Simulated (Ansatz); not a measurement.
MoIr:
Space group P4/mmm (No. 123); a = b = 2.736 Å, c = 3.883 Å, α = β = γ = 90.00°

```tsv
atom	site	symmetry	x	y	z
Ir	1a	4/mmm	0.0000	0.0000	0.0000
Mo	1d	4/mmm	0.5000	0.5000	0.5000
```

Relaxed at zero pressure with the program Ansatz at the PBEsol level (PAW).

Task: The volume is raised by 6 % and shape and atoms relax at that volume. What pressure results, and how do the axes share the change?

Result: -17.3 GPa; a 2.0 %, b 2.0 %, c 1.9 %; the energy rises by 50 meV/atom.

Task: Give the new structure.

Result: 
Space group P4/mmm (No. 123); a = 2.791 Å, b = 2.791 Å, c = 3.956 Å, α = 90.00°, β = 90.00°, γ = 90.00°

```tsv
atom	site	symmetry	x	y	z
Ir	1a	4/mmm	0.0000	0.0000	0.0000
Mo	1d	4/mmm	0.5000	0.5000	0.5000
```

The phase is kept; no other phase was compared at this pressure.

The start of the workflow was typed in or built on a structure type; neither database checked (COD, Materials Project) lists it. COD files the formula under space group No. 51. Its standing as an ambient phase is unchecked. The PBEsol relaxation kept the symmetry of its start; its stability against distortions is not shown here. No spin polarisation was allowed. Axis ratios of metals converge slowly with the k-mesh, so a and c are less sure than the volume. Scalar-relativistic: spin–orbit coupling is off unless named, which matters more the heavier the elements.

Potentials: the later of the program's two PAW sets.
